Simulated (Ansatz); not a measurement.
**Kick test of a cell of Zn₃SeS₂**

It was reached by relaxing an invented guess, and it needn't be the stable form of this composition.

Computed with DFT PBE, scalar-relativistic, plane waves, PAW (Ansatz 0.2.0). Settings: cutoff 420 eV, Γ-centred mesh 12×12×2 on the computed 12-atom cell, Gaussian smearing of 0.02 eV; no spin polarisation.

The cell below (12 atoms, space group P6_3mc (No. 186)) is relaxed within its symmetry.

```
Zn Se S
1.0
     3.91210    0.00000    0.00000
    -1.95605    3.38798    0.00000
     0.00000    0.00000   19.26752
Zn Se S
6 2 4
Direct
  0.33333 0.66667 0.00689
  0.33333 0.66667 0.33019
  0.33333 0.66667 0.66845
  0.66667 0.33333 0.16845
  0.66667 0.33333 0.50689
  0.66667 0.33333 0.83019
  0.33333 0.66667 0.45912
  0.66667 0.33333 0.95912
  0.33333 0.66667 0.12914
  0.33333 0.66667 0.79123
  0.66667 0.33333 0.29123
  0.66667 0.33333 0.62914
```

For the test it was strained at random (σ = 1.5 % a component), the atoms were moved at random (σ = 0.10 Å), and all was relaxed again on a coarse 6×6×1 mesh (in the run’s order of axes) with 0.10 eV smearing, with no symmetry imposed.

Q: Does it come back?

A: It returns, within 1 meV/atom of the unmoved cell on that mesh and with the same symmetry when read at 0.1 Å. No instability shows in this cell; modes of other wave vectors, which need another repeat, aren't tested.
